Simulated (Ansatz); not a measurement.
Input file for Ansatz (a quantum-chemistry and plane-wave program):

Ansatz 0.2 input:
```yaml
crystal:
  lattice:
    - [-3.2628454054, 3.2628454054, 2.0172797713]
    - [3.2628454054, -3.2628454054, 2.0172797713]
    - [3.2628454054, 3.2628454054, -2.0172797713]
  atoms:
    - { symbol: Ag, position: [0.5996024217, 0.1993916317, 0.7989940533] }
    - { symbol: Ag, position: [0.8006083683, 0.5996024217, 0.40021079] }
    - { symbol: Ag, position: [0.4003975783, 0.8006083683, 0.2010059467] }
    - { symbol: Ag, position: [0.1993916317, 0.4003975783, 0.59978921] }
    - { symbol: Sc, position: [0.0, 0.0, 0.0] }
kpoints:
  mp_grid: { grid: [12, 12, 12] }
hamiltonian:
  xc: pbesol
  pseudopotentials: { kind: paw }
scf:
  occupations: { method: fermi_dirac, width: 0.1 }
phonons:
  method: dfpt
  response_accuracy: low
  eigenvectors: true
  rigid_motions: translations
```

Output (shortened):

```
Pseudopotential: Ag, paw, valence charge 19
Pseudopotential: Sc, paw, valence charge 11
Functional definition: PBEsol
Crystal: 5 atoms, lattice volume = 85.905 Å³
Basis set: ecut = 420 eV, 1687 PW (Γ), exchange–correlation on 72×72×72 points (8 copies of the dense FFT grid, shifted against one another)
Bands: 53, of which v1, the nominal top of the filled ones, is band 44 counted from 1 (43 counted from 0)
Symmetry: 8 space group operations
k-points: 476 of 1728 (irreducible under 2 space group operations, time reversal used)
SCF iter   1: F=—  HF=-32201.589632 eV  |F-HF|=—  |Δ(HF+E_count)|=         —  Δρ=9.22e-3  dr2=6.86e-2  ethr=1.77e-3  ⟨swp⟩=5.1  Hψ=73630  notcnv=0  defer=2
preconditioner: auto → Kerker (q_TF=auto, 2.734 Å⁻¹)
SCF iter   2: F=—  HF=-32201.572189 eV  |F-HF|=—  |Δ(HF+E_count)|=   1.74e-2  Δρ=2.63e-3  dr2=6.03e-3  ethr=7.89e-5  ⟨swp⟩=2.0  Hψ=41278  notcnv=0  defer=4
SCF iter   3: F=—  HF=-32201.570537 eV  |F-HF|=—  |Δ(HF+E_count)|=   1.65e-3  Δρ=1.02e-3  dr2=7.33e-4  ethr=6.93e-6  ⟨swp⟩=2.1  Hψ=36677  notcnv=0  defer=4
SCF iter   4: F=—  HF=-32201.570409 eV  |F-HF|=—  |Δ(HF+E_count)|=   1.28e-4  Δρ=2.71e-4  dr2=6.04e-5  ethr=8.43e-7  ⟨swp⟩=2.3  Hψ=35032  notcnv=0  defer=5
SCF iter   5: F=—  HF=-32201.570395 eV  |F-HF|=—  |Δ(HF+E_count)|=   1.41e-5  Δρ=6.56e-5  dr2=5.25e-6  ethr=6.94e-8  ⟨swp⟩=2.2  Hψ=44697  notcnv=0  defer=5
SCF iter   6: F=—  HF=-32201.570388 eV  |F-HF|=—  |Δ(HF+E_count)|=   6.93e-6  Δρ=1.90e-5  dr2=3.88e-7  ethr=6.04e-9  ⟨swp⟩=2.1  Hψ=35319  notcnv=0  defer=7
SCF iter   7: F=—  HF=-32201.570388 eV  |F-HF|=—  |Δ(HF+E_count)|=   8.51e-8  Δρ=4.48e-6  dr2=2.12e-8  ethr=4.46e-10  ⟨swp⟩=2.0  Hψ=36111  notcnv=0  defer=7
SCF iter   8: F=—  HF=-32201.570388 eV  |F-HF|=—  |Δ(HF+E_count)|=   4.07e-9  Δρ=6.40e-7  dr2=3.13e-10  ethr=2.44e-11  ⟨swp⟩=2.0  Hψ=36884  notcnv=0  defer=9
SCF iter  10: F=-32201.570388 eV  HF=-32201.570388 eV  |F-HF|=1.09e-11  |Δ(HF+E_count)|=  3.64e-12  Δρ=3.54e-8  dr2=1.20e-12  ethr=1.00e-12  ⟨swp⟩=7.5  Hψ=87382  notcnv=0
SCF 1 converged in 10 iterations: F = -32201.570388 eV  dr2 = 1.20e-12
DFPT response loops at Γ: preconditioner auto → Kerker (q_TF=auto, 2.734 Å⁻¹) (partly filled bands, converged f_vac=0.000) …
the response loops of the zone centre start from zero, take more passes and end by a threshold …
SCF converged after 10 iterations
Free energy (F): -32201.570388 eV
Harris-Foulkes:  -32201.570388 eV  (|F-HF|=1.09e-11)
Internal energy: -32201.514691 eV  (E = F + TS)
E sigma→0 (E₀):  -32201.542539 eV
Entropy (-TS):   -0.055697 eV (-11.139 meV/atom)
Fermi energy:    16.743652 eV
--- Per-component energies (eV) ---
  E_band       = -1103.756676
  E_kinetic    = 2370.846828
  E_local      = -9911.533818  (includes V_loc(G=0)·N_el)
  E_nonlocal   = 407.754566
  E_hartree    = 4426.450982
  E_xc         = -841.329479
  E_vxc        = -1070.381726  (∫ρ·V_xc dr)
  E_paw        = -16265.375060  (= ΣΔE_a)
  E_vpaw       = -1753.345761  (= ΣTr[D̂ρ^β])
  E_aug_tail   = 0.001223  (compensation charges beyond the density's cutoff)
  E_ewald      = -12389.749914
  E_core_change = 1.419981  (= ΣΔE_core)
  E_smearing   = -0.055697  (= −TS)
  E_closure    = 0.000000  (closes the sum)
  Σ components = -32201.570388   (vs F -32201.570388, Δ=0.00e0)
  [band-id]    e_kinetic+e_local+e_nonlocal+2·e_hartree+e_vxc+e_vpaw+e_augmentation_tail = -1103.756723   (vs E_band -1103.756676, Δ=-4.72e-5)
--- Band table (eV; the first three rows and the last of 476) ---
  k-point 0: bands = ["-75.5642", "-75.5477", "-75.5477", "-75.5476", "-39.0962", "-39.0887", "-39.0834", "-39.0834", "-39.0624", "-39.0604", "-39.0604", "-39.0194", "-39.0117", "-38.9903", "-38.9560", "-38.9560", "-32.9403", "-11.6916", "-11.6916", …
  k-point 1: bands = ["-75.5640", "-75.5485", "-75.5477", "-75.5470", "-39.0971", "-39.0894", "-39.0839", "-39.0804", "-39.0689", "-39.0604", "-39.0533", "-39.0191", "-39.0114", "-38.9908", "-38.9575", "-38.9560", "-32.9402", "-11.6919", "-11.6915", …
  k-point 2: bands = ["-75.5634", "-75.5497", "-75.5476", "-75.5466", "-39.1001", "-39.0888", "-39.0841", "-39.0756", "-39.0755", "-39.0605", "-39.0452", "-39.0181", "-39.0105", "-38.9922", "-38.9619", "-38.9558", "-32.9401", "-11.6927", "-11.6913", …
  k-point 475: bands = ["-75.5538", "-75.5534", "-75.5534", "-75.5468", "-39.1104", "-39.1064", "-39.0768", "-39.0768", "-39.0560", "-39.0229", "-39.0229", "-39.0212", "-39.0191", "-38.9950", "-38.9950", "-38.9665", "-32.9388", "-11.6945", "-11.6945", …
--- Phonons (Γ-DFPT): 5 representative perturbations + reference, on 476 of 1728 k-points (Σ response iterations 36) ---
  ASR residual: 3.217e-3 → 0.000e0 eV/Å²; symmetrization residual: 4.209e-4 eV/Å²
  ASR residual per site (eV/Å²): 1.23e-3 1.23e-3 1.23e-3 1.23e-3 3.22e-3
  Γ frequencies (cm⁻¹): 0.00 0.00 0.00 108.42 109.57 121.69 121.69 130.46 130.87 130.87 153.69 155.65 215.69 218.67 218.67
  non-analytic LO–TO correction: not included (Born effective charges unavailable; polar crystals: no LO–TO splitting at Γ)
```

Cost: about 30 core-minutes (a rough figure) on shared cores.

Space group I4/m. The workflow started from an entry of the Crystallography Open Database (COD). Whether it is the stable phase at ambient conditions was not checked. The PBEsol relaxation kept the symmetry of its start; of distortions, only those at the zone centre were tested. No spin polarisation was allowed. As this level gives no gap, phonon frequencies hold no LO–TO term and depend on the k-mesh and smearing (Fermi–Dirac, 0.1 eV here). Scalar-relativistic: spin–orbit coupling is off unless named, which matters more the heavier the elements.

Potentials: the later of the program's two PAW sets.

Ansatz is a plane-wave DFT program.
